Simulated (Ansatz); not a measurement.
**NaGe₄P₃O₁₂ — 73Ge NMR of the central transition**

Cell: a measured structure from the Crystallography Open Database (COD), its atoms then relaxed with PBE in this cell.

```cif
data_NaGe4P3O12
_symmetry_space_group_name_H-M 'R3c:H'
_symmetry_Int_Tables_number 161
_cell_length_a 9.3770
_cell_length_b 9.3770
_cell_length_c 23.4800
_cell_angle_alpha 90.000
_cell_angle_beta 90.000
_cell_angle_gamma 120.000
loop_
_atom_site_label
_atom_site_type_symbol
_atom_site_symmetry_multiplicity
_atom_site_Wyckoff_symbol
_atom_site_fract_x
_atom_site_fract_y
_atom_site_fract_z
Na Na 6 a 0.0000 0.0000 0.2856
Ge3 Ge 6 a 0.0000 0.0000 0.9274
Ge5 Ge 18 b 0.8041 0.0730 0.5641
P P 18 b 0.4523 0.9982 0.5250
O17 O 18 b 0.9257 0.7396 0.2365
O23 O 18 b 0.3156 0.8238 0.5441
O29 O 18 b 0.8921 0.2665 0.5157
O35 O 18 b 0.8596 0.2070 0.6336
```

One atom of each set is listed; the run and its k-mesh use a cell of 40 atoms with edges of 9.52, 9.52, 9.52 Å.

Computed with Ansatz: DFT, PBE, plane waves and PAW, scalar-relativistic, 420 eV cutoff, Γ-centred 3×3×3 k-points, Fermi–Dirac smearing 0.02 eV.

73Ge has I = 9/2 and Q = -196.0 mb (Pyykkö 2018); at 14.1 T its Larmor frequency is ν₀ = 21.0 MHz. Only the quadrupole interaction is simulated: positions count from each site's isotropic chemical shift, and shift anisotropy, dipolar and J coupling are left out.

Q: Simulate the second-order pattern (static powder, Gaussian broadening 70 kHz) of site Ge3 (3 O at 1.95 Å).

A: The calculation gives C_Q = 80.4 MHz and η = 0.00, so ν_Q = 3.35 MHz and the centre of gravity lies at -20331 ppm (-427 kHz).

offset (kHz), height and a bar:
```
  -1561.1          0 
  -1480.5         17 #####
  -1399.9        100 ##############################
  -1319.3         65 ####################
  -1238.6         47 ##############
  -1158.0         39 ############
  -1077.4         35 ###########
   -996.7         32 ##########
   -916.1         30 #########
   -835.5         28 #########
   -754.9         27 ########
   -674.2         26 ########
   -593.6         25 ########
   -513.0         25 #######
   -432.3         24 #######
   -351.7         24 #######
   -271.1         24 #######
   -190.5         24 #######
   -109.8         24 #######
    -29.2         23 #######
     51.4         19 ######
    132.1         19 ######
    212.7         20 ######
    293.3         21 ######
    373.9         23 #######
    454.6         25 #######
    535.2         28 ########
    615.8         33 ##########
    696.5         46 ##############
    777.1         71 #####################
    857.7         12 ####
    938.3          0
```

An axis of threefold or higher order runs through Ge3, so V_zz lies along it and η is zero.

With ν_Q/ν₀ up to 0.16, terms beyond second order are no longer negligible.
